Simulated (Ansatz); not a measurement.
# Electric field gradients in Ba3AlN3

The cell is a computed structure from the Materials Project (it need not be an observed phase).

Space group P6_3/m (No. 176); a = 8.3847, c = 5.6100 Å, γ = 120.00°.

| site | Wyckoff | site symmetry | x | y | z |
| --- | --- | --- | --- | --- | --- |
| Ba | 6h | m.. | 0.9423 | 0.6367 | 0.2500 |
| Al | 2c | -6.. | 0.6667 | 0.3333 | 0.7500 |
| N | 6h | m.. | 0.8754 | 0.5657 | 0.7500 |

One atom of each set is listed.

Level of theory: DFT, PBE, plane waves and PAW, scalar-relativistic, 420 eV cutoff, Γ-centred 4×4×5 k-points, Fermi–Dirac smearing 0.02 eV (Ansatz 0.2.0).

C_Q = eQV_zz/h, which is 24.18 MHz for Q = 1 b and V_zz = 10²¹ V/m²; η = (V_xx − V_yy)/V_zz.

¹³⁵Ba: I = 3/2, Q = 153.0 mb; 27Al: I = 5/2, Q = 146.6 mb; N-14: I = 1, Q = 20.44 mb. Q values from Pyykkö, Mol. Phys. 116, 1328 (2018).

```tsv
site	atoms	first shell	V_xx, V_yy, V_zz (10²¹ V/m²)	η	C_Q (MHz)
Ba	6	4 N at 2.71–2.86 Å	-5.10, -12.15, 17.25	0.41	63.8
Al	2	3 N at 1.86 Å	-3.44, -3.44, 6.88	0.00	24.4
N	6	1 Al at 1.86 Å; also 4 Ba at 2.71–2.86 Å	0.49, 1.26, -1.75	0.44	-0.865
```

An axis of threefold or higher order runs through Al, so V_zz lies along it and η is zero.

Without spin–orbit coupling (the program notes it for Ba) the gradients can shift somewhat, as the gap is small. With a gap of 0.3 eV on this mesh, the gradients can still move by some per cent as the k-mesh gets denser.
